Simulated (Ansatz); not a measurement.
IrC:
```cif
data_CIr
_chemical_formula_sum 'Ir1 C1'
_space_group_name_H-M_alt 'P 1'
_space_group_IT_number 1
_cell_length_a 3.04414
_cell_length_b 3.04414
_cell_length_c 2.66744
_cell_angle_alpha 90.000
_cell_angle_beta 90.000
_cell_angle_gamma 120.000
loop_
_space_group_symop_operation_xyz
  'x, y, z'
loop_
_atom_site_label
_atom_site_type_symbol
_atom_site_fract_x
_atom_site_fract_y
_atom_site_fract_z
_atom_site_occupancy
Ir1 Ir 0.00000 0.00000 0.00000 1
C1 C 0.33333 0.66667 0.50000 1
```

Relaxed with PBE.

**Question.** Which orbitals make up the states near the Fermi level in PBE (plane waves, PAW; program Ansatz)?

**Answer.** Within 0.5 eV of the Fermi level: Ir 5d 62 %, C 2p 26 %, C 2s 8 %. Projections are on Löwdin-orthogonalised atomic valence shells; empty p or d shells of many metals are not among them.

**Question.** Tabulate the density of states.

**Answer.** States/eV per cell of 2 atoms, in 0.25 eV bins, energy from the Fermi level.

```
E (eV)  total  Ir 5d  C 2p  C 2s
------  -----  -----  ----  ----
-7.85    0.91   0.44  0.39  0.02
-7.60    0.93   0.47  0.40  0.02
-7.35    0.83   0.46  0.33  0.02
-7.10    0.93   0.54  0.34  0.02
-6.85    1.13   0.67  0.41  0.01
-6.60    0.94   0.53  0.37  0.01
-6.35    1.76   1.12  0.57  0.02
-6.10    2.68   1.93  0.64  0.04
-5.85    1.69   0.88  0.72  0.03
-5.60    2.62   1.40  1.09  0.06
-5.35    1.15   0.54  0.54  0.03
-5.10    0.82   0.38  0.40  0.02
-4.85    0.94   0.49  0.42  0.01
-4.60    0.92   0.54  0.35  0.01
-4.35    1.49   1.13  0.30  0.01
-4.10    2.35   1.82  0.42  0.02
-3.85    1.53   1.17  0.28  0.01
-3.60    1.26   1.00  0.20  0.01
-3.35    1.03   0.84  0.14  0.01
-3.10    0.67   0.56  0.07  0.00
-2.85    0.59   0.51  0.05  0.00
-2.60    0.60   0.53  0.05  0.00
-2.35    0.77   0.70  0.05  0.00
-2.10    1.20   1.10  0.06  0.01
-1.85    1.33   1.22  0.07  0.01
-1.60    0.94   0.83  0.08  0.01
-1.35    0.83   0.69  0.10  0.01
-1.10    0.93   0.75  0.13  0.01
-0.85    0.96   0.73  0.15  0.03
-0.60    1.16   0.84  0.19  0.06
-0.35    1.20   0.83  0.22  0.09
-0.10    1.27   0.76  0.33  0.12
0.15     1.43   0.84  0.41  0.13
0.40     1.29   0.74  0.39  0.10
0.65     1.11   0.64  0.34  0.08
0.90     1.08   0.64  0.33  0.08
1.15     0.90   0.48  0.27  0.12
1.40     1.31   0.63  0.42  0.20
1.65     1.91   0.87  0.64  0.30
1.90     1.56   0.67  0.57  0.22
2.15     1.18   0.48  0.52  0.12
2.40     0.75   0.27  0.42  0.03
2.65     0.92   0.33  0.52  0.03
2.90     1.19   0.43  0.68  0.03
3.15     1.24   0.46  0.70  0.03
3.40     0.89   0.32  0.52  0.02
3.65     0.77   0.27  0.46  0.01
3.90     0.68   0.23  0.41  0.01
4.15     0.56   0.19  0.33  0.01
4.40     0.48   0.15  0.28  0.02
4.65     0.39   0.12  0.22  0.02
```

Space group P-6m2. The start of the workflow was typed in or built on a structure type; neither database checked (COD, Materials Project) lists it. Its standing as an ambient phase is unchecked. Symmetry was held in the PBE relaxation; whether a distortion lowers the energy is not shown. No spin polarisation was allowed. Its formation energy is positive at this level, so the cell may be metastable or incomplete. Scalar-relativistic: spin–orbit coupling is off unless named, which matters more the heavier the elements.

Potentials: the earlier of the program's two PAW sets.
